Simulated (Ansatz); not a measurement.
A geometry of BiB away from equilibrium: the start of the relaxation of a relaxed BiB cell, doubled along one cell vector, shaken by Gaussian noise of σ = 0.08 Å a coordinate. Level of theory: r2SCAN (plane waves to 500 eV, PAW, scalar-relativistic; Ansatz, a program for electronic structure). Γ-centred k-mesh 7×4×4 on the run's cell (coarser than for final values), Fermi–Dirac smearing 0.05 eV.

```xyz
8
Lattice="3.7474 0.0000 0.0000 -3.7474 6.4907 0.0000 0.0000 0.0000 6.1384" Properties=species:S:1:pos:R:3:forces:R:3 pbc="T T T" free_energy=-50259.635 pressure_GPa=1.3
B      0.0758     0.0603    -0.1361   -0.0460   -0.2687    0.2342
B     -1.9867     3.0558     0.0528    0.2394    0.7535    0.0533
B      0.1668    -0.0658     3.1531   -0.0521    0.2625   -0.5669
B     -1.8324     3.1399     3.0760    0.0694    0.6533   -0.0799
Bi     0.0534     2.1583     1.5694   -0.3738   -0.1102   -0.4091
Bi    -1.7586     5.4474     1.4154   -0.2302   -0.1592   -0.2010
Bi     1.9522     1.1413     4.4850    0.1112   -0.2711    0.5729
Bi    -0.0218     4.4199     4.4725    0.2821   -0.8600    0.3966
```

Positions in Å, forces in eV/Å, free energy of the cell in eV (comparable only within this code, potentials and settings). Largest force: 0.99 eV/Å, on Bi8 (atoms numbered as listed); the geometry lies 0.49 to 0.51 eV/atom (the two k-meshes of the run give this range) above the end of its relaxation.

No spin polarisation in the result.

The end of the path is a generated cell of BiB: the first start was made by placing the elements on the sites of a structure type, and the end was not matched to a known phase here, so it may be hypothetical.
